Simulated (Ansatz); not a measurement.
Input and command of a plane-wave DFT calculation in Ansatz:

```yaml
crystal:
  lattice:
    - [-1.6111279968, 1.6111279968, 1.3243844741]
    - [1.6111279968, -1.6111279968, 1.3243844741]
    - [1.6111279968, 1.6111279968, -1.3243844741]
  atoms:
    - { symbol: Si, position: [0.0, 0.0, 0.0] }
basis:
  ecutwfc: 420
kpoints:
  mp_grid: { grid: [28, 28, 28] }
hamiltonian:
  xc: lda
scf:
  occupations: { method: gaussian, width: 0.15 }
output:
  forces: true
  stress: true
  eigenvalues: true
  write_density: true
  write_potential: true
  elf: true
  volumetric_format: npy
```

```bash
ansatz run input.yaml --threads 2 --pin off --max-ram 5120MiB --backend cpu --events-out ev --progress --plain --runs-dir out
```

Processor: Arm Neoverse V2, 2 threads, on a host shared with other jobs.

**Question.** How long does it run, and how much memory does it take?

**Answer.** About 5.4 s on 2 threads of Arm Neoverse V2, on a shared host, peak memory 0.46 GiB. It solves 6 bands at 1639 k points (the mesh reduced by symmetry) with about 273 plane waves, in 6 SCF iterations.
